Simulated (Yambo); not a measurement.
A G0W0@PBEsol run in Yambo for CdTe (zinc blende, space group F-43m, No. 216) under isotropic strain of -0.7 % on all lattice vectors (4×4×4 Γ-centred k mesh, bands 5 to 165 and a 10 Ry block in the screening, 165 bands in G with the Bruneval-Gonze terminator, plasmon pole fitted at 27.2 eV) gives these matrix elements, in eV, at the band edges (Γ → Γ):

| state | E0 | <Vxc> | <Σx> | <Σc(E0)> | Z |
|---|---|---|---|---|---|
| valence edge | 0.000 | -13.806 | -16.593 | 1.388 | 0.798 |
| conduction edge | 0.708 | -11.825 | -8.108 | -3.623 | 0.810 |

**Question.** Solve the linearised quasiparticle equation for both states, give the gap, and say how exchange and correlation each act on it.

**Answer.** E = E0 + Z(Σx + Σc − Vxc). Valence: 0.000 + 0.798 × (-16.593 + (1.388) − (-13.806)) = -1.12 eV. Conduction: 0.708 + 0.810 × (-8.108 + (-3.623) − (-11.825)) = 0.78 eV. The gap is 1.90 eV, against 0.71 eV in PBEsol. Replacing Vxc by bare exchange alone would open it by 6.50 eV; correlation takes back 5.01 eV of that, and Z scales what is left. Convergence of the G0W0 settings was not tested. Without spin-orbit coupling, band edges of such heavy elements can be off by tenths of an eV.

The standard potential for Te keeps a d shell in the valence without the s and p states of that shell. In tests on such compounds this moved G0W0 gaps by up to about 0.9 eV, so absolute quasiparticle energies here are unreliable; differences between settings are what counts.

Geometry strained from the cell relaxed with PBEsol, atoms relaxed again; primitive cell a = b = c = 4.5564 Å, α = β = γ = 60.00°.
